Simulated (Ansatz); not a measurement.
Relax this structure to zero stress and force, keeping its symmetry:

```cif
data_structure
_symmetry_space_group_name_H-M 'P 1'
_symmetry_Int_Tables_number 1
_cell_length_a 3.0860
_cell_length_b 3.0860
_cell_length_c 3.3060
_cell_angle_alpha 90.000
_cell_angle_beta 90.000
_cell_angle_gamma 120.000
_cell_volume 27.27
loop_
_atom_site_label
_atom_site_type_symbol
_atom_site_fract_x
_atom_site_fract_y
_atom_site_fract_z
_atom_site_occupancy
Nb1 Nb 0.00000 0.00000 0.00000 1
B1 B 0.33333 0.66667 0.50000 1
B2 B 0.66667 0.33333 0.50000 1
```

Theory: Ansatz 0.2.0, DFT PBEsol, scalar-relativistic, plane waves, PAW.

Plane waves to 420 eV, a k mesh through Γ of 18×18×12 on the computed 3-atom cell and Gaussian smearing (0.10 eV); no spin polarisation.

Q: What does it relax to?

A: The volume goes up by 0.01 Å³/atom to 9.10 Å³/atom, and the energy falls by 0.5 meV/atom. Final structure:
```cif
data_structure
_symmetry_space_group_name_H-M 'P6/mmm'
_symmetry_Int_Tables_number 191
_cell_length_a 3.0968
_cell_length_b 3.0968
_cell_length_c 3.2862
_cell_angle_alpha 90.000
_cell_angle_beta 90.000
_cell_angle_gamma 120.000
_cell_volume 27.29
loop_
_atom_site_label
_atom_site_type_symbol
_atom_site_symmetry_multiplicity
_atom_site_Wyckoff_symbol
_atom_site_fract_x
_atom_site_fract_y
_atom_site_fract_z
_atom_site_occupancy
Nb1 Nb 1 a 0.00000 0.00000 0.00000 1
B1 B 2 d 0.33333 0.66667 0.50000 1
```

Course of the relaxation (steps run on the plane waves of an earlier cell, and the basis is chosen afresh near the end, so energy and pressure can step there; trial steps that raised the energy were taken back; energies are free energies):

| step | E − E_final (meV/atom) | P (GPa) | V (Å³/atom) |
| --- | --- | --- | --- |
| 1 | 0.5 | 0.48 | 9.09 |
| 2 | 0.0 | 0.44 | 9.08 |
| 3 | 0.0 | 0.00 | 9.10 |
| 4 | 0.0 | 0.00 | 9.10 |